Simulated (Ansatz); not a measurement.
**From the elastic tensor of NbB₂ at 3 GPa (stress–strain coefficients) to moduli and sound speeds**

Theory: DFT LDA, scalar-relativistic, plane waves, PAW (Ansatz 0.2.0). Settings: 420 eV plane-wave cutoff, Γ-centred 18×18×14 mesh, Fermi-Dirac smearing of 0.15 eV. No spin polarisation.

It takes space group P6/mmm (No. 191, hexagonal). Conventional cell: a = 3.065 Å, b = 3.065 Å, c = 3.266 Å, α = 90.00°, β = 90.00°, γ = 120.00°. Around Nb (site symmetry 6/mmm) lie 12 B at 2.41 Å. B (site symmetry -6m2) has 3 B at 1.77 Å as nearest neighbours.

In a metal, frequencies and elastic constants depend on the k mesh and the smearing, soft modes and shear constants most.

Relaxed-ion constants (GPa, on the Cartesian axes of the calculation):
C11 = 658.8, C12 = 129.3, C13 = 214.7, C22 = 658.8, C23 = 214.7, C33 = 492.1, C44 = 254.6, C55 = 254.6, C66 = 264.7 GPa; the others vanish.

Density 7.154 g/cm³; 3 atoms in 26.58 Å³.

The values that follow are for a polycrystal of randomly turned grains, by Hill's mean where one number stands.

With S = C⁻¹: B_V = (C11+C22+C33+2(C12+C13+C23))/9, G_V = (C11+C22+C33−C12−C13−C23+3(C44+C55+C66))/15, 1/B_R = S11+S22+S33+2(S12+S13+S23), 15/G_R = 4(S11+S22+S33−S12−S13−S23)+3(S44+S55+S66); Hill is their mean. Then v_l = √((B+4G/3)/ρ), v_t = √(G/ρ), v_m = [(2/v_t³+1/v_l³)/3]^(−1/3) and Θ = (ħ/k_B)·v_m·(6π²n/V)^(1/3) for n atoms in the volume V; E = 9BG/(3B+G), ν = (3B−2G)/(2(3B+G)) and A^U = 5G_V/G_R + B_V/B_R − 6.

```json
{
  "Bulk modulus, Voigt / Reuss / Hill": "325.2 / 323.6 / 324.4 GPa",
  "Shear modulus, Voigt / Reuss / Hill": "238.2 / 227.2 / 232.7 GPa",
  "Young's modulus": "563 GPa",
  "Poisson ratio": "0.211",
  "Pugh ratio B/G": "1.39",
  "Universal anisotropy index": "0.25",
  "Longitudinal and transverse sound speeds": "9419 and 5703 m/s",
  "Debye temperature from the mean sound speed": "907 K"
}
```